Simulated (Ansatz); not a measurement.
Space group P6/mmm (No. 191). a = 3.167 Å, b = 3.167 Å, c = 3.551 Å, α = 90.00°, β = 90.00°, γ = 120.00°
```json
{"atom": "Zr", "site": "1a", "symmetry": "6/mmm", "x": "0.0000", "y": "0.0000", "z": "0.0000"}
{"atom": "B", "site": "2d", "symmetry": "-6m2", "x": "0.3333", "y": "0.6667", "z": "0.5000"}
```

Equation of state of this ZrB₂ structure (not necessarily the ground state), with shape and atoms relaxed at each volume where symmetry leaves them free. It has no gap at any of these volumes. These are results of DFT r2SCAN, scalar-relativistic, plane waves, PAW (Ansatz 0.2.0), not measurements.

Plane waves to 500 eV, a k mesh through Γ of 18×18×12 on the computed 3-atom cell and Gaussian smearing (0.10 eV); no spin polarisation.

```json
{"V (Å³/atom)": "9.668", "E − E(largest V) (meV/atom)": "5.41", "P (GPa)": "16.89"}
{"V (Å³/atom)": "9.976", "E − E(largest V) (meV/atom)": "-18.14", "P (GPa)": "7.81"}
{"V (Å³/atom)": "10.285", "E − E(largest V) (meV/atom)": "-25.46", "P (GPa)": "-0.01"}
{"V (Å³/atom)": "10.593", "E − E(largest V) (meV/atom)": "-18.77", "P (GPa)": "-6.76"}
{"V (Å³/atom)": "10.902", "E − E(largest V) (meV/atom)": "0.00", "P (GPa)": "-12.58"}
```

Question: Fit a third-order Birch–Murnaghan equation to E(V).

Answer: V0 = 10.28 Å³/atom, B0 = 242 GPa, B0' = 3.9.

Cost: 5 runs of about 4.1 core-minutes in all, on Arm Neoverse V2 (shared hosts).